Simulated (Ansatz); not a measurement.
Here are 2 structures of OsFI, each relaxed with r2SCAN (Ansatz 0.2.0). All cells are spin-unpolarised, without nuclear motion, and some may be hypothetical.

- Janus 1T monolayer: the sheet's in-plane cell has a = 3.770 Å, b = 3.770 Å (γ = 120.0°), and its outermost atoms lie 2.25 Å apart along the normal. Around Os lie 3 F at 2.39 Å and 3 I at 2.52 Å; around F lie 3 Os at 2.39 Å; around I lie 3 Os at 2.52 Å.
- Janus 2H monolayer: in-plane lattice: a = 3.670 Å, b = 3.670 Å, γ = 120.0°; thickness between the outer nuclei 2.70 Å. Around Os lie 3 I at 2.49 Å and 3 F at 2.53 Å; around F lie 3 Os at 2.53 Å; around I lie 3 Os at 2.49 Å.

(1) Which is lowest in energy with r2SCAN, and by how much?

(2) What gaps does HSE06 give on these cells?

(3) What gaps does PBE give on these cells?

## Answers

(1) Among these cells the lowest with r2SCAN is Janus 1T monolayer, 424 meV an atom below the next, Janus 2H monolayer. Other structures, not computed here, could lie lower.

(2) Janus 1T monolayer: 2.56 i (K–Γ (0.75) → K); Janus 2H monolayer: 1.93 i ((0.130, 0.432, 0) → M) (eV; d direct, i indirect).

(3) Janus 1T monolayer: 1.38 i (K–Γ (0.75) → K); Janus 2H monolayer: 0.77 i (M–K (0.40) → M) (eV; d direct, i indirect).

No spin-orbit coupling is included; it can move band edges with weight on the heavy atoms by tenths of an eV.

Where an edge lies off the special points, it is a point of the mesh or the k point where a search put PBE's edge or least direct gap, reused for the other functionals, whose own edges may lie a little apart.

Coordinates of k points refer to the reciprocal vectors of the primitive cell of the runs.

The meshes of the hybrids are coarse, so their gaps aren't converged to the digits shown.

For some runs the program warns that the potential is rough where the density is thin, which bears on the empty states there.
